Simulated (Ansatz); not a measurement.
Crystals of one structure type (CsCl type) and one family of elements, relaxed and computed with PBEsol in the plane-wave PAW code Ansatz.

```json
[
 {"crystal": "ScZn", "V (Å³/atom)": "17.99", "K_Hill (GPa)": "83.2"},
 {"crystal": "LuZn", "V (Å³/atom)": "20.18", "K_Hill (GPa)": "74.8"},
 {"crystal": "YZn", "V (Å³/atom)": "21.82", "K_Hill (GPa)": "66.6"},
 {"crystal": "LaZn", "V (Å³/atom)": "25.10", "K_Hill (GPa)": "52.8"},
 {"crystal": "LaHg", "V (Å³/atom)": "28.24", "K_Hill (GPa)": "?"}
]
```

Problem. Fit a straight line to ln K against ln V and predict the withheld value.

Solution. Least squares on the 4 shown rows: ln K = -1.38 × ln V + (8.434), with a scatter of 2 %. For LaHg this gives 45.8. The run itself gave 58.1, outside the scatter: the line misses something about this case.

Standing as an ambient phase not checked: ScZn, CsCl type; LuZn, CsCl type; YZn, CsCl type; LaZn, CsCl type; LaHg, CsCl type. All cells were relaxed under the symmetry of their starts (and spin orders); stability against distortions was not tested throughout. Rows with no word on spin ran without spin polarisation. Scalar-relativistic: spin–orbit coupling is off unless named, which matters more the heavier the elements.

Potentials: the later of the program's two PAW sets.
